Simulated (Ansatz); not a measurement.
Total density of states per atom from DFT-LDA in the program Ansatz with PAW potentials, in 0.25 eV bins, energy from the Fermi level:

```tsv
E (eV)	states/eV/atom
-7.85	0.71
-7.60	0.93
-7.35	1.16
-7.10	1.24
-6.85	1.15
-6.60	1.08
-6.35	1.03
-6.10	0.78
-5.85	0.77
-5.60	1.14
-5.35	1.04
-5.10	1.07
-4.85	1.13
-4.60	1.21
-4.35	1.27
-4.10	1.43
-3.85	1.63
-3.60	1.84
-3.35	1.32
-3.10	1.03
-2.85	0.96
-2.60	0.87
-2.35	0.86
-2.10	1.05
-1.85	1.24
-1.60	1.13
-1.35	0.89
-1.10	0.91
-0.85	0.85
-0.60	0.81
-0.35	0.82
-0.10	0.85
0.15	0.91
0.40	1.07
0.65	1.45
0.90	1.44
1.15	0.97
1.40	0.68
1.65	0.29
1.90	0.26
2.15	0.26
2.40	0.26
2.65	0.26
2.90	0.27
3.15	0.27
3.40	0.27
3.65	0.27
3.90	0.27
4.15	0.27
4.40	0.26
4.65	0.26
```

Question: Which compound is it?
A) Co, hcp (Mg type)
B) Re, dhcp (α-La type)
C) Zr, P6/mmm (Zr on 1b, Zr on 2c)
D) Ir, fcc (Cu type)

Answer: D, Ir, fcc (Cu type). Within 0.5 eV of the Fermi level: Ir 5d 95 %. Projections are on Löwdin-orthogonalised atomic valence shells; empty p or d shells of many metals are not among them.

Space group Fm-3m (fcc (Cu type)). The cell was relaxed with LDA under the symmetry of its start. No spin polarisation was allowed. Scalar-relativistic: spin–orbit coupling is off unless named, which matters more the heavier the elements.

Potentials: the earlier of the program's two PAW sets.
